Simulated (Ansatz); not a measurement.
Hf:
```xyz
2
Lattice="3.1208 0.0000 0.0000 -1.5604 2.7027 0.0000 0.0000 0.0000 4.9388" Properties=species:S:1:pos:R:3 pbc="T T T"
Hf     0.0000     1.8018     3.7041
Hf     1.5604     0.9009     1.2347
```

Relaxed with LDA. Special points in fractions of this cell's reciprocal vectors: Γ (0.000, 0.000, 0.000); M (0.500, 0.000, 0.000); K (0.333, 0.333, 0.000); A (0.000, 0.000, 0.500); L (0.500, 0.000, 0.500); H (0.333, 0.333, 0.500).

Q: List the band energies nearest the Fermi level at these points for LDA (plane waves, PAW; program Ansatz).

A: In eV from the Fermi level; about four levels below and three above (degenerate sets whole), none deeper than 8.9 eV; points with the same levels are listed once.

| k | below | above |
|---|---|---|
| Γ | -7.60 -3.96 | 1.03 1.11 1.11 |
| M | -3.48 -3.04 -2.48 -0.61 | 0.67 0.94 1.76 |
| K | -2.43 -1.82 -1.82 -1.45 | 0.35 0.35 2.15 |
| A | -5.49 -5.49 | 0.11 0.11 0.98 0.98 0.98 0.98 |
| L | -3.66 -3.66 -1.15 -1.15 | 1.51 1.51 2.73 2.73 |
| H | -1.55 -1.55 -0.09 -0.09 | 2.57 2.57 5.37 5.37 |

Space group P6_3/mmc (hcp (Mg type)). The cell was relaxed with LDA under the symmetry of its start. No spin polarisation was allowed. Spin–orbit coupling is left out wherever it is not named.

Potentials: the earlier of the program's two PAW sets.
